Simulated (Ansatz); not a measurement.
A plane-wave DFT run in Ansatz 0.2.0 (scalar-relativistic PAW potentials unless the input names others): input and command.

```yaml
crystal:
  lattice:
    - [-5.278436, 5.055248, -0.271829]
    - [-5.224623, -0.217987, 5.465407]
    - [-0.012143, 4.771314, 5.235239]
  atoms:
    - { symbol: O, position: [0.7948637254, 0.8969211874, 0.3971118278] }
    - { symbol: O, position: [0.3990506373, 0.9628828509, 0.3698845798] }
    - { symbol: O, position: [0.9497942933, 0.3848787126, 0.27794512] }
    - { symbol: O, position: [0.8737246227, 0.8065736091, 0.9313610024] }
    - { symbol: O, position: [0.4413662856, 0.2758725967, 0.399644315] }
    - { symbol: O, position: [0.4577960465, 0.8887570163, 0.7701821136] }
    - { symbol: O, position: [0.8535647342, 0.4817666238, 0.8837091732] }
    - { symbol: O, position: [0.3416993922, 0.3465011767, 0.8767298378] }
    - { symbol: O, position: [0.5788465187, 0.6356525095, 0.1914080928] }
    - { symbol: O, position: [0.116196059, 0.6711100246, 0.1709681823] }
    - { symbol: O, position: [0.6806207547, 0.1394864209, 0.0345997862] }
    - { symbol: O, position: [0.6485637696, 0.5466148333, 0.5931422364] }
    - { symbol: O, position: [0.1536498038, 0.0384239598, 0.1073825587] }
    - { symbol: O, position: [0.1876609912, 0.6094663977, 0.5324578655] }
    - { symbol: O, position: [0.6620737618, 0.1497366184, 0.6523464796] }
    - { symbol: O, position: [0.0491821117, 0.1625576622, 0.7029386498] }
    - { symbol: Si, position: [0.8461436049, 0.5610667446, 0.0630593269] }
    - { symbol: Si, position: [0.5246606692, 0.003703762, 0.4859481564] }
    - { symbol: Zr, position: [0.496347895, 0.0123799857, 0.9920642709] }
    - { symbol: Zr, position: [0.9758722857, 0.5011842458, 0.5180499254] }
    - { symbol: Ta, position: [0.9730782992, 0.9754349341, 0.0311890358] }
    - { symbol: Ta, position: [0.4790001883, 0.4398846267, 0.5445215189] }
    - { symbol: Bi, position: [0.0330319729, 0.0030585322, 0.4823020117] }
    - { symbol: Bi, position: [0.4843162446, 0.5034594961, 0.9835347636] }
basis:
  ecutwfc: "200 eV"
kpoints:
  mp_grid: { grid: [4, 4, 4] }
hamiltonian:
  xc: pbe
scf:
  occupations: { method: tetrahedron }
  initial_density: { chi_scale: 0.1 }
output:
  forces: true
  eigenvalues: true
  stress: true
```

```bash
ansatz run input.yaml --threads 4 --pin off --max-ram 9216MiB --backend cpu --events-out ev --progress --plain --runs-dir out
```

Abridged log:
```
Warning: output.forces, output.stress, relax.cell or npt_langevin: where a Kohn–Sham band that disperses or a degenerate level is filled in part under the method tetrahedron, the forces or the stress that this run publishes need not agree with its energy (scf.occupations.method in the input reference, under Limitations); prefer a smearing scheme for the forces or the stress
Warning: basis.ecutwfc = 200 eV is below the records' recommended 420 eV, and the density's cutoff is lower with it unless basis.ecutrho_ratio is high enough to keep the records' density cutoff: compare with a run at a higher cutoff
band count auto-derived: 117 (N_el = 184.0; filled up to band 92; 116 by the electrons, moments and atoms)
Pseudopotentials: kind: paw
Pseudopotential: O, paw, valence charge 6, recommended cutoff 420 eV (normal)
Pseudopotential: Si, paw, valence charge 4, recommended cutoff 420 eV (normal)
Pseudopotential: Zr, paw, valence charge 12, recommended cutoff 420 eV (normal)
Pseudopotential: Ta, paw, valence charge 13, recommended cutoff 420 eV (normal)
Pseudopotential: Bi, paw, valence charge 15, recommended cutoff 420 eV (normal)
Functional definition: PBE
Crystal: 24 atoms, lattice volume = 288.384 Å³
Basis set: ecut = 200 eV, 1845 PW (Γ), exchange–correlation on 72×72×72 points (8 copies of the dense FFT grid, shifted against one another)
Bands: 117, of which v1, the nominal top of the filled ones, is band 92 counted from 1 (91 counted from 0)
Symmetry: 1 space group operations
Space group: P1 (ITA 1), of the structure as read, at distance tolerance 6.6e-5 Å
k-points: 36 of 64 (time reversal used)
Initial density: superposition of atomic densities (chi_scale 0.1, normalization cell, long waves kept (reshape's long-wave potential 0.06 eV rms))
Initial wavefunctions: pseudopotential atomic-orbital guess
Functional: x = pbe(κ = 0.804, μ = 0.21951497), c = pbe(β = 0.06672455)
SCF iter   1: F=—  HF=-63281.058249 eV  |F-HF|=—  |Δ(HF+E_count)|=         —  Δρ=1.45e-1  dr2=2.70e1  ethr=3.10e-3  ⟨swp⟩=5.0  Hψ=15350  notcnv=0  defer=347
SCF iter   2: F=—  HF=-63275.604618 eV  |F-HF|=—  |Δ(HF+E_count)|=    5.45e0  Δρ=6.59e-2  dr2=6.41e0  ethr=3.10e-3  ⟨swp⟩=2.0  Hψ=7446  notcnv=0  defer=654
SCF iter   3: F=—  HF=-63274.440241 eV  |F-HF|=—  |Δ(HF+E_count)|=    1.16e0  Δρ=2.95e-2  dr2=1.18e0  ethr=3.10e-3  ⟨swp⟩=2.1  Hψ=5496  notcnv=0  defer=654
SCF iter   4: F=—  HF=-63274.180090 eV  |F-HF|=—  |Δ(HF+E_count)|=   2.60e-1  Δρ=3.98e-3  dr2=5.67e-2  ethr=6.40e-4  ⟨swp⟩=3.1  Hψ=6800  notcnv=0  defer=676
SCF iter   5: F=—  HF=-63274.185769 eV  |F-HF|=—  |Δ(HF+E_count)|=   5.68e-3  Δρ=2.07e-3  dr2=1.28e-2  ethr=3.08e-5  ⟨swp⟩=2.3  Hψ=5814  notcnv=0  defer=676
SCF iter   6: F=—  HF=-63274.192277 eV  |F-HF|=—  |Δ(HF+E_count)|=   6.51e-3  Δρ=7.32e-4  dr2=2.29e-3  ethr=6.95e-6  ⟨swp⟩=2.9  Hψ=5739  notcnv=0  defer=676
SCF iter   7: F=—  HF=-63274.193603 eV  |F-HF|=—  |Δ(HF+E_count)|=   1.33e-3  Δρ=2.62e-4  dr2=2.78e-4  ethr=1.24e-6  ⟨swp⟩=3.0  Hψ=5806  notcnv=0  defer=676
SCF iter   8: F=—  HF=-63274.193806 eV  |F-HF|=—  |Δ(HF+E_count)|=   2.02e-4  Δρ=1.62e-4  dr2=7.86e-5  ethr=1.51e-7  ⟨swp⟩=3.0  Hψ=6337  notcnv=0  defer=676
SCF iter   9: F=—  HF=-63274.195660 eV  |F-HF|=—  |Δ(HF+E_count)|=   1.85e-3  Δρ=4.57e-5  dr2=5.31e-6  ethr=4.27e-8  ⟨swp⟩=2.8  Hψ=7514  notcnv=0  defer=676
SCF iter  10: F=—  HF=-63274.195664 eV  |F-HF|=—  |Δ(HF+E_count)|=   3.86e-6  Δρ=2.36e-5  dr2=1.61e-6  ethr=2.88e-9  ⟨swp⟩=3.0  Hψ=6285  notcnv=0  defer=676
SCF iter  11: F=—  HF=-63274.195664 eV  |F-HF|=—  |Δ(HF+E_count)|=   1.95e-7  Δρ=1.12e-5  dr2=3.81e-7  ethr=8.77e-10  ⟨swp⟩=2.2  Hψ=6143  notcnv=0  defer=676
SCF iter  12: F=-63274.195664 eV  HF=-63274.195664 eV  |F-HF|=1.71e-8  |Δ(HF+E_count)|=   4.05e-8  Δρ=2.73e-6  dr2=2.21e-8  ethr=5.43e-11  ⟨swp⟩=8.9  Hψ=17923  notcnv=0
SCF 1 converged in 12 iterations: F = -63274.195664 eV  dr2 = 2.21e-8
SCF converged after 12 iterations
Stability not checked: this state was not tested for a lower state beside it, because cold or Methfessel-Paxton smearing, or corrected tetrahedra, fill the levels in a way that the test cannot read (fill_not_monotonic; see scf.lower_state_search)
Free energy (F): -63274.195664 eV
Harris-Foulkes:  -63274.195664 eV  (|F-HF|=1.71e-8)
Internal energy: -63274.195664 eV  (E = F + TS)
E sigma→0 (E₀):  -63274.195664 eV
Fermi energy:    9.904793 eV
--- Forces (eV/Å), atoms counted from 1 ---
  atom   1  O     -0.98802040     0.40910706    -0.80714712
  atom   2  O      0.68460824    -1.42075274    -0.46756658
  atom   3  O      0.19460504     1.10890106    -0.15535163
  atom   4  O     -0.64474777    -0.12904575     0.54707789
  atom   5  O     -0.72388828    -0.55814570     0.64532670
  atom   6  O      0.83811583     1.19629034     0.45980052
  atom   7  O      0.35522321    -0.76923989    -0.67265104
  atom   8  O      0.45163209     0.38971713     0.53495168
  atom   9  O     -0.19250411    -0.90853599     0.50589213
  atom  10  O      0.44670221     0.75783514    -0.98741681
  atom  11  O      0.66169327    -0.90945824     0.62992430
  atom  12  O     -0.42508618     0.86515044     0.70902262
  atom  13  O     -0.96123568     0.95228128     0.47859131
  atom  14  O      0.14953887    -0.86384305     0.82517224
  atom  15  O      0.39525293     0.62296926    -0.67831669
  atom  16  O     -0.48918483    -0.72336341    -0.63921582
  atom  17  Si    -0.18420802     0.34681460    -0.40200344
  atom  18  Si     0.23865001     0.03129483     0.06024274
  atom  19  Zr     0.64144902     0.30502841     0.28858425
  atom  20  Zr     0.21032033     0.22230816     0.10286141
  atom  21  Ta     0.56179086    -0.02874811    -0.04371921
  atom  22  Ta    -0.55825951    -0.77468330    -0.64346142
  atom  23  Bi    -0.37149796    -0.15240740     0.09771608
  atom  24  Bi    -0.29076599     0.03030482    -0.38801752
--- Stress (GPa, compression-positive) ---
        0.402189      -0.096161      -0.547865
       -0.096163       1.307584      -1.214965
       -0.547866      -1.214970       0.003875
  P = ⅓ Tr σ = 0.5712 GPa (5.712 kbar)
```

Apart from outputs and empty bands, the input differs from a reference run on usual settings in basis.ecutwfc: 420 → "200 eV"; scf.occupations.width: 0.02 → not typed; scf.occupations.method: "gaussian" → "tetrahedron"; scf.initial_density.chi_scale: not typed → 0.1. The reference, at the same geometry (not necessarily relaxed), gave pressure -0.04 GPa, largest force 0.037 eV/Å, gap on the mesh 2.96 eV. This run converged in 12 SCF iterations (reference: 9) with an energy at zero smearing 5.1 eV/atom above the reference's, pressure 0.57 GPa, largest force 1.645 eV/Å, gap on the mesh 2.90 eV. Its cutoff is looser than usual, and the result moved.

The run took 8.1 s on 4 threads of Intel(R) Xeon(R) 6975P-C (Granite Rapids), on a shared host, peak memory 0.77 GiB.